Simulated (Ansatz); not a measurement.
## CoRu3: vibrational free energy, entropy and heat capacity

The calculation used Ansatz 0.2.0, DFT PBE, scalar-relativistic, plane waves, PAW. Cutoff 420 eV, 18×18×6 k-points (Γ-centred), Gaussian smearing of 0.20 eV. Collinear spin, site moments 1.3, -0.1, 0.0, 0.0 μB. Phonons by linear response, acoustic sum rule imposed.

The cell, relaxed at this level:
```yaml
crystal:
  lattice:
    - [2.69302, 0.00000, 0.00000]
    - [-1.34651, 2.33223, 0.00000]
    - [0.00000, 0.00000, 8.37159]
  atoms:
    - { symbol: Co, position: [0.33333, 0.66667, 0.50000] }
    - { symbol: Ru, position: [0.33333, 0.66667, 0.00000] }
    - { symbol: Ru, position: [0.66667, 0.33333, 0.25508] }
    - { symbol: Ru, position: [0.66667, 0.33333, 0.74492] }
```

The structure comes from a generated guess, relaxed at this level; another structure or a mixture of phases may lie lower. In a metal, frequencies and elastic constants depend on the k mesh and the smearing, soft modes and shear constants most. The q mesh is coarse, so values between its points are rough.

Force constants from linear response on a 3×3×1 q mesh, interpolated to a fine mesh.

Problem. How much zero-point energy does an atom carry?

Solution. 35.8 meV.

Problem. How large are the vibrational entropy and heat capacity at 300 K?

Solution. S = 3.46 k_B and C_V = 2.79 k_B per atom, 93 % of the Dulong–Petit value.

Problem. Tabulate them against temperature.

Solution.
```csv
T (K),F_vib (meV/atom),S (k_B/atom),C_V (k_B/atom)
100,33.5,0.88,1.66
200,19.2,2.37,2.55
300,-6.2,3.46,2.79
400,-39.7,4.28,2.88
500,-79.4,4.92,2.92
600,-124.2,5.46,2.94
700,-173.3,5.91,2.96
800,-226.0,6.31,2.97
900,-281.9,6.66,2.97
1000,-340.6,6.97,2.98
```
